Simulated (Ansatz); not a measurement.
Ru (dhcp (α-La type), space group No. 194) under volume change, PBE (plane waves, PAW; program Ansatz), shape and atoms relaxed at each volume.

```csv
V (Å³/atom),E − E(relaxed) (meV/atom),P (GPa)
12.578,…,…
12.993,53.9,22.12
13.408,…,…
13.822,0.0,0.00
14.237,11.3,-8.47
14.652,42.6,-15.56
15.066,90.8,-21.47
```

Problem. Fill in the missing entries.

Solution. 
- 12.578, E − E(relaxed) (meV/atom): 129.1
- 12.578, P (GPa): 36.41
- 13.408, E − E(relaxed) (meV/atom): 12.7
- 13.408, P (GPa): 10.10

Problem. What does a third-order Birch–Murnaghan fit give for V₀, B₀ and B′?

Solution. V₀ = 13.82 Å³/atom, B₀ = 307 GPa, B′ = 4.8.

Space group P6_3/mmc (dhcp (α-La type)). The start of the workflow was typed in or built on a structure type. Its sites differ from those of the usual phase in this space group: another stacking or structure type. The PBE relaxation kept the symmetry of its start; its stability against distortions is not shown here. The run is not spin-polarised.

Potentials: the later of the program's two PAW sets.
